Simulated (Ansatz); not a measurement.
Si3N4 in space group P6_3/m (No. 176; Si on 6h, N on 2d, N on 6h) at seven volumes, plane-wave PAW PBEsol (Ansatz code), shape and atoms relaxed at each. One row is withheld.

```
V (Å³/atom)  P (GPa)
-----------  -------
9.524              ?
9.838          16.82
10.152          7.81
10.466          0.00
10.780         -6.77
11.094        -12.63
11.408        -17.70
```

### Question
Fit the shown pressures and predict the withheld one.

### Answer
Third-order Birch–Murnaghan: P = (3/2)B₀(x^(7/2) − x^(5/2))[1 + (3/4)(B′ − 4)(x − 1)] with x = (V₀/V)^(2/3). Least squares on the six rows gives V₀ = 10.466 Å³/atom, B₀ = 241.9 GPa, B′ = 3.79. At V = 9.524, x = 1.0649 and P = 27.27 GPa. The run itself gave 27.18 GPa.

The PBEsol relaxation kept the symmetry of its start.

Potentials: the earlier of the program's two PAW sets. The files were generated under PBE; for other functionals the program regenerates the frozen cores, and for LDA and PBEsol the local potential too.
